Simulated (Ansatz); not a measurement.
With the program Ansatz at the PBEsol level (PAW), Y in the bcc (W type) structure (Im-3m) relaxes to a = 3.973 Å.

Electronic character: metallic (no gap). Gap from PBEsol with spin–orbit coupling: none (metallic).

The bulk modulus is 40.9 GPa. The relaxed-ion elastic constants in GPa are C11 = 23.6, C12 = 49.1, C44 = 23.2. The phonon dispersion is unstable, down to 76i cm⁻¹.

The start of the workflow was typed in or built on a structure type; neither database checked (COD, Materials Project) lists it. It is not the phase usual at ambient conditions (space group No. 194). Symmetry was held in the PBEsol relaxation. No spin polarisation was allowed. As this level gives no gap, shear constants depend on the k-mesh and smearing (Fermi–Dirac, 0.1 eV here). As this level gives no gap, phonon frequencies hold no LO–TO term and depend on the k-mesh and smearing (Fermi–Dirac, 0.1 eV here). Spin–orbit coupling is left out wherever it is not named.

Potentials: the later of the program's two PAW sets.
